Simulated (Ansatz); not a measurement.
**Structures of Ca₂B₃: which is lowest?**

Plane-wave DFT in Ansatz with scalar-relativistic PAW potentials, cutoff 420 eV, Γ-centred meshes chosen by cell and gap, Gaussian smearing with energies taken to zero width. Every cell was relaxed (cell and atoms) in a run of its own, within the symmetry of its start. Functional: PBE.

Relaxed structures (starts from databases or built by putting these elements on another compound's sites):
A. P-3m1, 5 atoms in the computed cell, a = 3.262 Å, c = 8.651 Å; sites (symmetry × multiplicity) Ca 3m. × 2, B -3m. × 1 + 3m. × 2; start: built
B. R-3m, 5 atoms in the computed cell, a = 3.267 Å, c = 24.186 Å; sites (symmetry × multiplicity) Ca 3m × 6, B -3m × 3 + 3m × 6; start: built

Question: Rank them by energy. Could pressure change the order?

Answer:
| structure | group | E − E(lowest) (meV/atom) | V (Å³/atom) | gap on mesh (eV) |
| --- | --- | --- | --- | --- |
| B | R-3m | 0.0 | 14.91 | 0.00 |
| A | P-3m1 | 291 | 15.94 | 0.00 |

B is lowest, 291 meV/atom under A. The lowest is also the densest of these, so pressure wouldn't bring one of the others in at first order. Other structures may lie lower than all of these, and vibrations aren't counted.